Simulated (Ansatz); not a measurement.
# Relaxing Sb2W in the CdI2 type

First guess:

```xyz
3
Lattice="4.0134 0.0000 0.0000 -2.0067 3.4757 0.0000 0.0000 0.0000 6.4215" Properties=species:S:1:pos:R:3 pbc="T T T"
W     0.0000    0.0000    0.0000
Sb    0.0000    2.3172    1.6054
Sb    2.0067    1.1586    4.8161
```

The calculation used DFT, PBE, PAW with Ansatz's default frozen-core files, scalar-relativistic in Ansatz 0.2.0.

Cell and atoms relax within the symmetry of the start on a 12×12×7 k mesh with 0.05 eV Fermi–Dirac smearing.

The start is built from a prototype, known or not as a phase of this compound; the cutoff is 420 eV.

No spin–orbit coupling, which matters for the heavy atoms here.

(1) What is the pressure of the first guess?

(2) What does it relax to?

(3) How much energy does the relaxation release?

## Answers

(1) -7.17 GPa.

(2) a = 3.469 Å, b = 3.469 Å, c = 6.689 Å, α = 90.00°, β = 90.00°, γ = 120.00° (conventional cell), 23.23 Å³ per atom:
Space group P-3m1 (No. 164). a = 3.469 Å, b = 3.469 Å, c = 6.689 Å, α = 90.00°, β = 90.00°, γ = 120.00°
| atom | site | symmetry | x | y | z |
| --- | --- | --- | --- | --- | --- |
| W | 1a | -3m. | 0.0000 | 0.0000 | 0.0000 |
| Sb | 2d | 3m. | 0.3333 | 0.6667 | 0.2856 |

(3) 356 meV/atom.
